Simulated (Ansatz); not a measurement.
Rb3AlAs2: start and end of a relaxation

Recipe of this trial structure of Rb3AlAs2: random cell by space group and Wyckoff sites (P6/mmm, No. 191). Its size is a rough estimate.

start.cif

```cif
data_structure
_symmetry_space_group_name_H-M 'P6/mmm'
_symmetry_Int_Tables_number 191
_cell_length_a 5.5314
_cell_length_b 5.5314
_cell_length_c 8.5836
_cell_angle_alpha 90.000
_cell_angle_beta 90.000
_cell_angle_gamma 120.000
_cell_volume 227.45
loop_
_atom_site_label
_atom_site_type_symbol
_atom_site_symmetry_multiplicity
_atom_site_Wyckoff_symbol
_atom_site_fract_x
_atom_site_fract_y
_atom_site_fract_z
_atom_site_occupancy
Rb1 Rb 2 d 0.33333 0.66667 0.50000 1
Rb2 Rb 1 a 0.00000 0.00000 0.00000 1
Al1 Al 1 b 0.00000 0.00000 0.50000 1
As1 As 2 e 0.00000 0.00000 0.70934 1
```

Computed with DFT PBE, scalar-relativistic, plane waves, PAW in Ansatz 0.2.0. Cutoff 420 eV, Gaussian smearing, Γ-centred meshes. Cell and atoms relax first on a coarse mesh and then on a converged one. In between, the cell is made exact in the group found at 0.06 Å. The steps can't lower the symmetry of their start. No spin polarisation.

end.cif

```cif
data_structure
_symmetry_space_group_name_H-M 'P6/mmm'
_symmetry_Int_Tables_number 191
_cell_length_a 6.4234
_cell_length_b 6.4234
_cell_length_c 10.9383
_cell_angle_alpha 90.000
_cell_angle_beta 90.000
_cell_angle_gamma 120.000
_cell_volume 390.85
loop_
_atom_site_label
_atom_site_type_symbol
_atom_site_symmetry_multiplicity
_atom_site_Wyckoff_symbol
_atom_site_fract_x
_atom_site_fract_y
_atom_site_fract_z
_atom_site_occupancy
Rb1 Rb 2 d 0.33333 0.66667 0.50000 1
Rb2 Rb 1 a 0.00000 0.00000 0.00000 1
Al1 Al 1 b 0.00000 0.00000 0.50000 1
As1 As 2 e 0.00000 0.00000 0.70480 1
```

The symmetry stays P6/mmm (No. 191). The volume per atom grows by 71.8 %, from 37.9 to 65.1 Å³. The shortest distance goes from 1.80 Å (Al–As) to 2.24 Å (Al–As). The energy falls by about 1.5 eV/atom (the start's value is from the coarse mesh).

For Rb3AlAs2, the volume per atom is 65.14 Å³, the density is 1.84 g/cm³ and the formation energy is −0.119 eV/atom. The gap on the 6×6×4 mesh of the 6-atom cell is 0.67 eV.

Energies over the elements count from the elements' standard structures at the same level, with no fitted energy shifts. A negative formation energy is needed for stability but isn't enough: competing phases decide.

The last run used Gaussian smearing of 0.02 eV. Kohn–Sham gaps at this level usually fall short of measured ones. The reference form of As is held partly by dispersion forces, which this level lacks. A structure relaxed within its symmetry needn't be a true minimum. In all, the 3 runs took 5.7 min on 1 thread of Arm Neoverse N1, with other jobs on the host.
